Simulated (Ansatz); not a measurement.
**Elastic constants of RbLuSe2 (R-3m), step by step**

```yaml
crystal:
  lattice:
    - [2.01925, 1.16582, 7.72620]
    - [-2.01925, 1.16582, 7.72620]
    - [0.00000, -2.33163, 7.72620]
  atoms:
    - { symbol: Rb, position: [0.00000, 0.00000, 0.00000] }
    - { symbol: Lu, position: [0.50000, 0.50000, 0.50000] }
    - { symbol: Se, position: [0.23197, 0.23197, 0.23197] }
    - { symbol: Se, position: [0.76803, 0.76803, 0.76803] }
```

Computed, not measured; unless marked otherwise by LDA, all-electron LAPW in Ansatz 0.2.0, scalar-relativistic. k mesh 6×6×6, strains of ±0.008, fixed occupations, basis error target 0.5 meV/atom. The cell was relaxed by PAW under this functional, which moved its volume by -6 % from the database entry's.

The cell is trigonal and carries a residual pressure of 0.02 GPa at this level. Each strain component that symmetry leaves independent is applied at ±0.008, the ions relax wherever a strain frees them, and the stress (tension positive, GPa) is read. Shears are engineering strains, γ = 2ε.

```csv
strain,size,σxx,σyy,σzz,σyz,σxz,σxy
xx,-0.008,-0.7382,-0.2213,-0.2180,-0.1046,0.0000,0.0000
xx,+0.008,0.6346,0.1417,0.2291,0.0953,0.0000,0.0000
zz,-0.008,-0.2705,-0.2705,-0.6679,0.0000,0.0000,0.0000
zz,+0.008,0.1775,0.1775,0.6686,0.0000,0.0000,0.0000
yz,-0.008,-0.1388,0.0585,0.0050,-0.2443,0.0000,0.0000
yz,+0.008,0.0609,-0.1414,0.0049,0.2539,0.0000,0.0000
```

A central difference gives one constant, for example C11 ≈ (0.6346 − (-0.7382))/(0.016) = 85.8 GPa; the program then imposes the crystal's symmetry on the whole matrix.

(1) What are the independent elastic constants?

(2) Is the crystal stable against homogeneous strain?

(3) What moduli does a random aggregate of grains have?

(4) With the density of 6.366 g/cm³, how fast does sound travel, and what Debye temperature follows?

(5) How far do the constants move if PAW replaces LAPW in the same cell?

(6) How do the constants change if the ions are clamped to the homogeneous strain?

Answers

(1) C11 = 85.8, C12 = 22.7, C13 = 28.0, C14 = 12.5, C33 = 83.5, C44 = 31.1 GPa.

(2) The least eigenvalue of the 6×6 matrix is 18.9 GPa, so yes.

(3) Voigt and Reuss bounds: B from 45.8 to 45.8 and G from 26.5 to 30.5 GPa; their means are B = 45.8 and G = 28.5 GPa. Then E = 9BG/(3B + G) = 70.9 GPa, ν = (3B − 2G)/(6B + 2G) = 0.242 and B/G = 1.61, on the brittle side of Pugh's 1.75 (a rule of thumb, made for metals; it doesn't predict ductility here).

(4) 

```
direction  slow (m/s)  middle (m/s)  fast (m/s)
        x        1721          2624        3671
        y        2113          2226        3729
        z        2212          2212        3622
```

The mean of v⁻³ over directions and branches gives v_m = 2317 m/s and θ_D = (ħ/k_B) v_m (6π²n)^(1/3) = 229 K, n being atoms per volume. Young's modulus spans 50 to 98 GPa over directions, and the universal anisotropy index is 0.75.

(5) 

| constant | LAPW (GPa) | PAW (GPa) | difference |
| --- | --- | --- | --- |
| C11 | 85.8 | 85.8 | 0.0 |
| C12 | 22.7 | 22.7 | 0.0 |
| C13 | 28.0 | 28.0 | 0.0 |
| C14 | 12.5 | 12.5 | 0.0 |
| C33 | 83.5 | 83.5 | 0.0 |
| C44 | 31.1 | 31.1 | 0.0 |

(6) Clamped values, with the change against relaxed ions: C11 = 94.8 (+9.0), C12 = 28.7 (+6.0), C13 = 37.5 (+9.5), C14 = 17.2 (+4.7), C33 = 95.6 (+12.1), C44 = 45.8 (+14.6) GPa.

Known limits: the frozen-core PAW files of the compared runs were fitted under PBE, their cores solved anew for this functional.
